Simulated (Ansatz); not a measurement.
The calculation used DFT PBE, scalar-relativistic, plane waves, PAW, and for the lanthanide a 4f-in-core norm-conserving potential (Ansatz). Settings: cutoff 660 eV, Γ-centred meshes spaced at most about 0.3 Å⁻¹, and about 0.25 Å⁻¹ or finer for metals (2π included), Gaussian smearing. No spin polarisation in the final relaxations.

These are static total energies at zero pressure.

Compare these two cells of CsNdBr₄, each relaxed at this level.

A.

```
CELL_PARAMETERS angstrom
0.00000 4.64024 4.64024
4.64024 0.00000 4.64024
4.64024 4.64024 0.00000
ATOMIC_POSITIONS crystal
Cs 0.25000 0.25000 0.25000
Nd 0.00000 0.00000 0.00000
Br 0.62516 0.62516 0.12451
Br 0.62516 0.12451 0.62516
Br 0.12451 0.62516 0.62516
Br 0.62516 0.62516 0.62516
```

B.

```
CELL_PARAMETERS angstrom
4.26190 0.00000 0.00000
0.00000 4.26190 0.00000
0.00000 0.00000 10.47512
ATOMIC_POSITIONS crystal
Cs 0.50000 0.50000 0.50000
Nd 0.00000 0.00000 0.00000
Br 0.00000 0.00000 0.70491
Br 0.50000 0.50000 0.14526
Br 0.50000 0.50000 0.85474
Br 0.00000 0.00000 0.29509
```

Problem. Which is lower in energy, and by how much?

Solution. B is lower, by 0.99 eV/atom. A has space group F-43m (No. 216), 33.3 Å³/atom and no gap on its mesh; B has space group P4/mmm (No. 123), 31.7 Å³/atom and a gap of 0.29 eV. Counting Br atoms around Cs and Nd (those within 1.25 times the shortest such distance or 1.15 times the sum of covalent radii; a plus sign parts nearer from farther groups; the shortest distance is added where it is long for a bond), A has Cs 12, Nd 12 from 3.8 Å and B has Cs 10, Nd 2+8. The denser one is the lower, and pressure would at first widen the difference. In A, Cs has 12 Br at 3.85 Å and 4 Nd at 4.02 Å; Nd is surrounded by 12 Br at 3.85 Å and 4 Cs at 4.02 Å; Br is surrounded by 6 Br at 3.28–3.29 Å, 3 Nd at 3.85 Å and 3 Cs at 3.85 Å. In B, Cs has 10 Br at 3.70–3.72 Å and 4 Cs at 4.26 Å; Nd has 2 Br at 3.09 Å and 8 Br at 3.38 Å; Br on its first site is surrounded by 1 Nd at 3.09 Å, 4 Br at 3.40 Å and 4 Cs at 3.70 Å; 1 more site not described. Both come from invented guesses. A third cell relaxed alike, in F-43m, lies 195 meV/atom below the lower of the two.

Kohn–Sham gaps at this level usually fall short of measured ones. Cells relaxed within their symmetry can be saddle points.

The lanthanide is trivalent by construction, without f bands, f moments or other valences.
